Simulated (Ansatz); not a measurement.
WSe2 in space group P6_3/mmc (No. 194; W on 2c, Se on 4f) at seven volumes, PBE+D3(BJ) in the plane-wave PAW code Ansatz, shape and atoms relaxed at each. One row is withheld.

```csv
V (Å³/atom),P (GPa)
18.053,7.21
18.648,4.13
19.243,1.76
19.838,0.00
20.433,-1.22
21.028,?
21.623,-2.41
```

Task: Fit the shown pressures and predict the withheld one.

Result: P = (3/2)B₀(x^(7/2) − x^(5/2))[1 + (3/4)(B′ − 4)(x − 1)] with x = (V₀/V)^(2/3). Least squares on the six rows gives V₀ = 19.849 Å³/atom, B₀ = 47.3 GPa, B′ = 10.86. At V = 21.028, x = 0.9623 and P = -1.96 GPa. The run itself gave -1.99 GPa.

Symmetry was held in the PBE+D3(BJ) relaxation. No spin polarisation was allowed. Spin–orbit coupling is left out wherever it is not named.

Potentials: the earlier of the program's two PAW sets.
